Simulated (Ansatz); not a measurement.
A plane-wave DFT run in Ansatz 0.2.0 (scalar-relativistic PAW potentials unless the input names others): input and command.

```yaml
crystal:
  lattice:
    - [3.1258361655, 0.0, 0.0]
    - [0.0, 3.1258361655, 0.0]
    - [0.0, 0.0, 3.1258361655]
  atoms:
    - { symbol: Cu, position: [0.0, 0.0, 0.0] }
    - { symbol: B, position: [0.0, 0.5, 0.5] }
    - { symbol: B, position: [0.5, 0.0, 0.5] }
    - { symbol: B, position: [0.5, 0.5, 0.0] }
basis:
  ecutwfc: 420
kpoints:
  mp_grid: { grid: [14, 14, 14] }
hamiltonian:
  xc: pbe
scf:
  occupations: { method: gaussian, width: 0.1 }
  eigensolver: { kind: davidson }
output:
  forces: true
  eigenvalues: true
  stress: true
relax:
  adjacent_minimum: "off"
  f_tol: 0.01
  max_steps: 80
  cell: { stress_tol: 0.05 }
```

```bash
ansatz run input.yaml --threads 1 --pin off --max-ram 2560MiB --backend cpu --events-out ev --progress --plain --runs-dir out
```

Abridged log:
```
Basis set: ecut = 420 eV, 619 PW (Γ), exchange–correlation on 48×48×48 points (8 copies of the dense FFT grid, shifted against one another)
Bands: 18, of which v1, the nominal top of the filled ones, is band 14 counted from 1 (13 counted from 0)
Symmetry: 48 space group operations
k-points: 120 of 2744
SCF iter   1: F=—  HF=-7087.835237 eV  |F-HF|=—  |Δ(HF+E_count)|=         —  Δρ=1.59e-2  dr2=4.51e-2  ethr=1.77e-3  ⟨swp⟩=5.8  Hψ=9461  notcnv=0
SCF iter   2: F=—  HF=-7087.828631 eV  |F-HF|=—  |Δ(HF+E_count)|=   6.61e-3  Δρ=3.86e-3  dr2=3.08e-3  ethr=1.34e-5  ⟨swp⟩=3.0  Hψ=8806  notcnv=0  defer=5
SCF iter   3: F=—  HF=-7087.827810 eV  |F-HF|=—  |Δ(HF+E_count)|=   8.21e-4  Δρ=1.74e-3  dr2=5.78e-4  ethr=1.10e-5  ⟨swp⟩=2.0  Hψ=3877  notcnv=0  defer=2
SCF iter   4: F=—  HF=-7087.827731 eV  |F-HF|=—  |Δ(HF+E_count)|=   7.99e-5  Δρ=3.16e-4  dr2=1.78e-5  ethr=2.06e-6  ⟨swp⟩=3.0  Hψ=4397  notcnv=0  defer=2
SCF iter   5: F=—  HF=-7087.827754 eV  |F-HF|=—  |Δ(HF+E_count)|=   2.40e-5  Δρ=1.69e-4  dr2=5.55e-6  ethr=6.35e-8  ⟨swp⟩=3.9  Hψ=5109  notcnv=0
SCF iter   6: F=—  HF=-7087.827754 eV  |F-HF|=—  |Δ(HF+E_count)|=   8.51e-7  Δρ=7.74e-5  dr2=1.11e-6  ethr=1.98e-8  ⟨swp⟩=2.0  Hψ=3870  notcnv=0
SCF iter   7: F=-7087.827753 eV  HF=-7087.827753 eV  |F-HF|=7.11e-8  |Δ(HF+E_count)|=   1.58e-7  Δρ=1.29e-5  dr2=2.97e-8  ethr=3.95e-9  ⟨swp⟩=3.0  Hψ=4362  notcnv=0
the search or the solves at the SCF's close seem to have found levels that the self-consistency loop had missed (the run counts 4). By its estimate they hold under 1e-12 electrons; where the run keeps them, the occupations were computed again with them
SCF 1 converged in 7 iterations: F = -7087.827753 eV  dr2 = 2.97e-8
  Residual-converged pass: ⟨swp⟩=3.1  Hψ=5493  notcnv=0  max |occ|·‖R‖ = 6.4e-6 eV (tolerance 6.7e-6 eV) dr2=2.78e-8  dr2_onsite=5.03e-8  max |Δocc| = 1.8e-9
relax step   1: F+E_penalty+E_count = -7087.82775341 eV  Δ(F+E_penalty+E_count) = +0.000e0 eV  max|allowed force component| = 3.591e-30 eV/Å  Δτ_max = 0.0000 Å  P = +0.582 GPa  Ω = 30.542 Å³  (7 SCF iters, dr2 threshold 1.00e-7 eV, accepted)
Crystal: 4 atoms, lattice volume = 30.584 Å³
Initial density: handed on by an earlier stage of this run
Initial wavefunctions: those handed on with the density
SCF iter   1: F=—  HF=-7087.827787 eV  |F-HF|=—  |Δ(HF+E_count)|=         —  Δρ=6.71e-4  dr2=1.20e-4  ethr=1.66e-7  ⟨swp⟩=4.9  Hψ=10829  notcnv=0
   ...
SCF iter   1: F=—  HF=-7087.827875 eV  |F-HF|=—  |Δ(HF+E_count)|=         —  Δρ=7.88e-6  dr2=3.01e-9  ethr=1.45e-6  ⟨swp⟩=10.7  Hψ=17864  notcnv=1
SCF iter   2: F=—  HF=-7087.827892 eV  |F-HF|=—  |Δ(HF+E_count)|=   1.76e-5  Δρ=4.03e-6  dr2=8.26e-10  ethr=1.08e-11  ⟨swp⟩=5.9  Hψ=8671  notcnv=0
SCF iter   3: F=—  HF=-7087.827892 eV  |F-HF|=—  |Δ(HF+E_count)|=   2.40e-9  Δρ=9.11e-7  dr2=7.69e-11  ethr=1.00e-12  ⟨swp⟩=2.0  Hψ=8671  notcnv=0
SCF iter   4: F=-7087.827892 eV  HF=-7087.827892 eV  |F-HF|=2.00e-11  |Δ(HF+E_count)|=  6.91e-11  Δρ=2.60e-7  dr2=1.19e-11  ethr=1.00e-12  ⟨swp⟩=2.0  Hψ=3860  notcnv=0
SCF iter   5: F=-7087.827892 eV  HF=-7087.827892 eV  |F-HF|=0.00e0  |Δ(HF+E_count)|=  2.73e-12  Δρ=5.09e-8  dr2=5.43e-13  ethr=1.00e-12  ⟨swp⟩=2.0  Hψ=3860  notcnv=0
SCF iter   6: F=-7087.827892 eV  HF=-7087.827892 eV  |F-HF|=3.64e-12  |Δ(HF+E_count)|=  1.82e-12  Δρ=2.64e-8  dr2=1.38e-13  ethr=1.00e-12  ⟨swp⟩=2.0  Hψ=3860  notcnv=0
SCF iter   7: F=-7087.827892 eV  HF=-7087.827892 eV  |F-HF|=0.00e0  |Δ(HF+E_count)|=  1.82e-12  Δρ=8.08e-9  dr2=1.45e-14  ethr=1.00e-12  ⟨swp⟩=2.0  Hψ=3860  notcnv=0
SCF iter   8: F=-7087.827892 eV  HF=-7087.827892 eV  |F-HF|=0.00e0  |Δ(HF+E_count)|=  9.09e-13  Δρ=3.51e-9  dr2=1.91e-15  ethr=1.00e-12  ⟨swp⟩=2.0  Hψ=3860  notcnv=0
SCF 4 converged in 8 iterations: F = -7087.827892 eV  dr2 = 1.91e-15
  Residual-converged pass: ⟨swp⟩=2.1  Hψ=3298  notcnv=0  max |occ|·‖R‖ = 1.3e-7 eV (tolerance 1.3e-7 eV) dr2=4.91e-15  dr2_onsite=1.28e-14  max |Δocc| = 6.8e-13
SCF converged after 8 iterations
Free energy (F): -7087.827892 eV
Harris-Foulkes:  -7087.827892 eV  (|F-HF|=0.00e0)
Internal energy: -7087.821717 eV  (E = F + TS)
E sigma→0 (E₀):  -7087.824805 eV
Entropy (-TS):   -0.006175 eV (-1.544 meV/atom)
Fermi energy:    15.297886 eV
--- Forces (eV/Å), atoms counted from 1 ---
  atom   1  Cu     0.00000000     0.00000000     0.00000000
  atom   2  B      0.00000000     0.00000000     0.00000000
  atom   3  B      0.00000000     0.00000000     0.00000000
  atom   4  B      0.00000000     0.00000000     0.00000000
--- Stress (GPa, compression-positive) ---
        0.004590       0.000000       0.000000
        0.000000       0.004590       0.000000
        0.000000       0.000000       0.004590
  P = ⅓ Tr σ = 0.0046 GPa (0.046 kbar)
--- Relaxed structure (3 steps of the walk, 3 accepted, 1 SCFs on fresh bases) ---
  F+E_penalty+E_count = -7087.82789221 eV   max|allowed force component| = 1.068e-30 eV/Å   (the final SCF, on the basis selected at the relaxed cell)
  cell:  # Å, volume = 30.6211 Å³
    - [3.12852964, 0.0, 0.0]
    - [0.0, 3.12852964, 0.0]
    - [0.0, 0.0, 3.12852964]
  atoms:
    - { symbol: Cu, position: [0.0, 0.0, 0.0] }
    - { symbol: B, position: [0.0, 0.5, 0.5] }
    - { symbol: B, position: [0.5, 0.0, 0.5] }
    - { symbol: B, position: [0.5, 0.5, 0.0] }
```

Apart from outputs and empty bands, the input differs from a reference run on usual settings in scf.eigensolver.kind: not typed → "davidson". The reference, at the same start, ended its own course with a relaxed volume of 7.66 Å³/atom, pressure 0.00 GPa, largest force 0.000 eV/Å, no gap on the mesh. This run converged in 27 SCF iterations over all its steps (reference: 26) with an energy at zero smearing within 0.01 meV/atom of the reference's, a relaxed volume of 7.66 Å³/atom, pressure 0.00 GPa, largest force 0.000 eV/Å, no gap on the mesh.

Time: 9.9 s on 1 thread of Intel(R) Xeon(R) 6975P-C (Granite Rapids), with other jobs on the host, peak memory 0.37 GiB.